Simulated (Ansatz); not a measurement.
**SrSn$_{2}$As$_{2}$ under strain**

These are results of Ansatz, DFT PBEsol, scalar-relativistic, plane waves, PAW, not measurements. Settings: 420 eV cutoff, 12×12×12 k-mesh, Gaussian smearing of 0.01 eV, no spin polarisation.

Reference structure (relaxed):

```
Sr Sn As
1.0
     2.10691    1.21643    8.81498
    -2.10691    1.21643    8.81498
     0.00000   -2.43285    8.81498
Sr Sn As
1 2 2
Direct
  0.00000 0.00000 0.00000
  0.20847 0.20847 0.20847
  0.79153 0.79153 0.79153
  0.40697 0.40697 0.40697
  0.59303 0.59303 0.59303
```

Deformation: all cell vectors scaled alike, the atoms relaxed, all within the symmetry that the strain leaves. Energies are extrapolated to zero smearing. Stress is positive in compression, on the Cartesian axes of the cell above.

| strain (%) | ΔE (meV/atom) | a (Å) | b (Å) | c (Å) | σxx (GPa) | σyy (GPa) | σzz (GPa) |
| --- | --- | --- | --- | --- | --- | --- | --- |
| -6.0 | 168.4 | 8.596 | 8.596 | 8.596 | 14.72 | 14.72 | 12.35 |
| -4.0 | 69.3 | 8.779 | 8.779 | 8.779 | 8.50 | 8.50 | 6.92 |
| -2.0 | 16.1 | 8.962 | 8.962 | 8.962 | 3.68 | 3.68 | 2.90 |
| +0.0 | 0.0 | 9.145 | 9.145 | 9.145 | 0.00 | 0.00 | 0.00 |
| +2.0 | 13.8 | 9.327 | 9.327 | 9.327 | -2.77 | -2.77 | -1.98 |
| +4.0 | 50.9 | 9.510 | 9.510 | 9.510 | -4.79 | -4.79 | -3.22 |